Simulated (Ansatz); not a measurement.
## One relaxed cell of KRb2ScF6 at several levels

A database entry relaxed whole under r2SCAN at zero pressure (Fm-3m, No. 225):

```
K Rb Sc F
1.0
     0.00000    4.51279    4.51279
     4.51279    0.00000    4.51279
     4.51279    4.51279    0.00000
K Rb Sc F
1 2 1 6
Direct
  0.50000 0.50000 0.50000
  0.25000 0.25000 0.25000
  0.75000 0.75000 0.75000
  0.00000 0.00000 0.00000
  0.77706 0.22294 0.22294
  0.22294 0.77706 0.22294
  0.22294 0.77706 0.77706
  0.77706 0.22294 0.77706
  0.22294 0.22294 0.77706
  0.77706 0.77706 0.22294
```

Its volume is 18.38 Å³ an atom, +0.2 % against the entry's 18.34, a measured cell (1996, 300 K).

Single points on this cell with plane-wave PAW DFT (Ansatz 0.2.0; r2SCAN 500 eV, hybrids 420 eV; fermi-dirac occupations of width 0.020 eV; no moments): r2SCAN on a 6×6×6 Γ-centred mesh; HSE06 on a 4×4×4 Γ-centred mesh; PBE0 on a 4×4×4 Γ-centred mesh.

Q: How do gap, pressure and charges move from level to level?

A: The runs give:

```tsv
level	gap (eV), or kind	pressure (GPa)	Bader charge of K (e)	Bader charge of Rb (e)	Bader charge of Sc (e)	Bader charge of F (e)
r2SCAN	7.43	0.0	+0.88	+0.92	+2.22	-0.82
HSE06	8.67	0.8	+0.89	+0.92	+2.27	-0.84
PBE0	9.45	0.8	+0.89	+0.92	+2.28	-0.84
```

Under r2SCAN the gap is 7.43 eV, over mesh and band path. HSE06 moves it by +1.24 eV and PBE0 by +2.02 eV; PBE0 keeps its exact exchange at long range, which widens the gap over HSE06's by 0.77 eV on their common mesh. The charge on Sc goes from +2.22 to +2.27 e under HSE06.

Caveats: the relaxation kept the start's symmetry; HSE06 is read on its mesh and at the zone's corners, PBE0 on its mesh alone; hybrid pressures are good to a few tenths of a GPa; pressure is positive in compression.
